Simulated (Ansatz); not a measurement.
An Ansatz (a program for electronic structure) run. Input:

Ansatz 0.2 input:
```yaml
crystal:
  lattice:
    - [3.1044713505, 0.0, 0.0]
    - [0.0, 3.1044713505, 0.0]
    - [0.0, 0.0, 3.1044713505]
  atoms:
    - { symbol: Mg, position: [0.0, 0.0, 0.0] }
    - { symbol: Pd, position: [0.5, 0.5, 0.5] }
kpoints:
  mp_grid: { grid: [13, 13, 13] }
hamiltonian:
  xc: lda
  pseudopotentials: { kind: paw }
scf:
  occupations: { method: fermi_dirac, width: 0.1 }
phonons:
  method: dfpt
  response_accuracy: low
  eigenvectors: true
  rigid_motions: translations
```

Output (shortened):

```
zone centre: on kpoints.mp_grid the ground state, and the responses unless they are solved on pairs of k-points, stand on 196 of the mesh's 2197 k-points, …
Pseudopotentials: kind: paw
Pseudopotential: Mg, paw, valence charge 10
Pseudopotential: Pd, paw, valence charge 18
Functional definition: SPW92
Crystal: 2 atoms, lattice volume = 29.920 Å³
Basis set: ecut = 420 eV, 587 PW (Γ), exchange–correlation on 48×48×48 points (8 copies of the dense FFT grid, shifted against one another)
Bands: 18, of which v1, the nominal top of the filled ones, is band 14 counted from 1 (13 counted from 0)
Symmetry: 48 space group operations
k-points: 196 of 2197 (irreducible under 8 space group operations, time reversal used)
PAW frozen core: Mg, regenerated for the run's functional, and the local potential with it
PAW frozen core: Pd, regenerated for the run's functional, and the local potential with it
Initial wavefunctions: pseudopotential atomic-orbital guess
Eigensolver: davidson
Functional: x = slater, c = lda
SCF iter   1: F=—  HF=-8747.674503 eV  |F-HF|=—  |Δ(HF+E_count)|=         —  Δρ=1.14e-2  dr2=3.07e-2  ethr=1.77e-3  ⟨swp⟩=5.0  Hψ=16535  notcnv=0
all-band conjugate gradients solve this SCF's bands
preconditioner: auto → none
SCF iter   2: F=—  HF=-8747.666164 eV  |F-HF|=—  |Δ(HF+E_count)|=   8.34e-3  Δρ=5.49e-3  dr2=8.42e-3  ethr=1.10e-4  ⟨swp⟩=1.5  Hψ=6058  notcnv=0
SCF iter   3: F=—  HF=-8747.664091 eV  |F-HF|=—  |Δ(HF+E_count)|=   2.07e-3  Δρ=6.73e-4  dr2=4.25e-5  ethr=3.01e-5  ⟨swp⟩=2.5  Hψ=5269  notcnv=0
SCF iter   4: F=—  HF=-8747.664081 eV  |F-HF|=—  |Δ(HF+E_count)|=   9.48e-6  Δρ=1.69e-4  dr2=7.32e-6  ethr=1.52e-7  ⟨swp⟩=2.0  Hψ=6110  notcnv=0
SCF iter   5: F=—  HF=-8747.664080 eV  |F-HF|=—  |Δ(HF+E_count)|=   1.05e-6  Δρ=2.48e-5  dr2=9.20e-8  ethr=2.62e-8  ⟨swp⟩=2.0  Hψ=4326  notcnv=0
SCF iter   6: F=—  HF=-8747.664081 eV  |F-HF|=—  |Δ(HF+E_count)|=   4.20e-7  Δρ=1.55e-6  dr2=4.34e-10  ethr=3.29e-10  ⟨swp⟩=2.5  Hψ=5571  notcnv=0
SCF iter   7: F=-8747.664081 eV  HF=-8747.664081 eV  |F-HF|=0.00e0  |Δ(HF+E_count)|=  3.64e-11  Δρ=8.34e-8  dr2=9.76e-13  ethr=1.00e-12  ⟨swp⟩=4.2  Hψ=17413  notcnv=0
SCF 1 converged in 7 iterations: F = -8747.664081 eV  dr2 = 9.76e-13
DFPT response loops at Γ: preconditioner auto → Kerker (q_TF=auto, 2.698 Å⁻¹) (partly filled bands, converged f_vac=0.000) …
SCF converged after 7 iterations
Free energy (F): -8747.664081 eV
Harris-Foulkes:  -8747.664081 eV  (|F-HF|=0.00e0)
Internal energy: -8747.634528 eV  (E = F + TS)
E sigma→0 (E₀):  -8747.649304 eV
Entropy (-TS):   -0.029553 eV (-14.777 meV/atom)
Fermi energy:    14.361347 eV
--- Per-component energies (eV) ---
  E_band       = -507.171009
  E_kinetic    = 593.994014
  E_local      = -3410.288580  (includes V_loc(G=0)·N_el)
  E_nonlocal   = 318.686356
  E_hartree    = 1301.047375
  E_xc         = -198.337168
  E_vxc        = -251.211702  (∫ρ·V_xc dr)
  E_paw        = -3894.023881  (= ΣΔE_a)
  E_vpaw       = -360.446068  (= ΣTr[D̂ρ^β])
  E_aug_tail   = 0.000182  (compensation charges beyond the density's cutoff)
  E_ewald      = -3459.544040
  E_core_change = 0.831213  (= ΣΔE_core)
  E_smearing   = -0.029553  (= −TS)
  E_closure    =  0.000000  (closes the sum)
  Σ components = -8747.664081   (vs F -8747.664081, Δ=0.00e0)
  [band-id]    e_kinetic+e_local+e_nonlocal+2·e_hartree+e_vxc+e_vpaw+e_augmentation_tail = -507.171047   (vs E_band -507.171009, Δ=-3.85e-5)
--- Band table (eV; the first three rows and the last of 196) ---
  k-point 0: bands = ["-70.0975", "-59.9105", "-35.8739", "-35.8739", "-35.8739", "-27.3311", "-27.3311", "-27.3311", "6.3568", "9.9892", "9.9892", "12.1659", "12.1659", "12.1659", "21.5154", "21.5154", "21.5154", "24.4535"]
  k-point 1: bands = ["-70.0973", "-59.9104", "-35.8773", "-35.8736", "-35.8736", "-27.3326", "-27.3310", "-27.3310", "6.4597", "10.0103", "10.0351", "12.1114", "12.1114", "12.1722", "20.6619", "21.6564", "21.6564", "24.3644"]
  k-point 2: bands = ["-70.0967", "-59.9102", "-35.8866", "-35.8727", "-35.8727", "-27.3371", "-27.3309", "-27.3309", "6.7619", "10.0696", "10.1639", "11.9655", "11.9655", "12.1895", "19.1165", "22.0591", "22.0591", "24.1174"]
  k-point 195: bands = ["-70.0874", "-59.9058", "-35.9210", "-35.9209", "-35.9209", "-27.3533", "-27.3533", "-27.3532", "9.8321", "9.8716", "9.8716", "12.8963", "12.8963", "17.1699", "17.7929", "17.7929", "20.7600", "21.9040"]
  band table: 18 of 18 bands, residual norms ≤ 1.0e-3 eV
--- Phonons (Γ-DFPT): 2 representative perturbations + reference, on 196 of 2197 k-points (Σ response iterations 5) ---
  k mesh reduced under 8 symmetry operations, with k and −k counted as one. Each operation leaves every solved perturbation unchanged …
  ASR residual: 8.062e-4 → 0.000e0 eV/Å²; symmetrization residual: 9.076e-6 eV/Å²
  ASR residual per site (eV/Å²): 1.82e-4 8.06e-4
  Γ frequencies (cm⁻¹): 0.00 0.00 0.00 255.00 255.00 255.00
  non-analytic LO–TO correction: not included (Born effective charges unavailable; polar crystals: no LO–TO splitting at Γ)
```

Cost: around 30 core-seconds (rough) on shared cores.

Space group Pm-3m (CsCl type). The workflow started from a Materials Project entry (that database holds measured and hypothetical structures alike); the Crystallography Open Database files this formula in space group No. 221, but the cells were not matched. Its standing as an ambient phase is unchecked. The cell was relaxed with LDA under the symmetry of its start. At this level the phase is mechanically unstable. No spin polarisation was allowed. As this level gives no gap, phonon frequencies hold no LO–TO term and depend on the k-mesh and smearing (Fermi–Dirac, 0.1 eV here). Spin–orbit coupling is left out wherever it is not named.

Potentials: the later of the program's two PAW sets.

Ansatz is a plane-wave DFT program.
